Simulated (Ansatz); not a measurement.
LiH:
```
CELL_PARAMETERS angstrom
      0.00000     2.00272     2.00272
      2.00272     0.00000     2.00272
      2.00272     2.00272     0.00000
ATOMIC_POSITIONS crystal
  Li 0.00000 0.00000 0.00000
  H  0.50000 0.50000 0.50000
```

Relaxed with r²SCAN. Special points in fractions of this cell's reciprocal vectors: Γ (0.000, 0.000, 0.000); X (0.500, 0.000, 0.500); U (0.625, 0.250, 0.625); K (0.375, 0.375, 0.750); L (0.500, 0.500, 0.500); W (0.500, 0.250, 0.750).

Q: List the band energies nearest the valence-band maximum at these points for the program Ansatz at the r²SCAN level (PAW).

A: In eV from the valence-band maximum; about four levels below and three above (degenerate sets whole), none deeper than 8.9 eV; … stands for higher levels left out; points with the same levels are listed once.

```tsv
k	below	above
Γ	-5.54	17.55 …
X	0.00	3.63 …
U	-0.49	4.82 …
L	-2.61	5.54 …
W	-0.22	…
```

Space group Fm-3m (rock salt). The cell was relaxed with r²SCAN under the symmetry of its start; phonons on a q-mesh show no instability.

Potentials: the later of the program's two PAW sets.
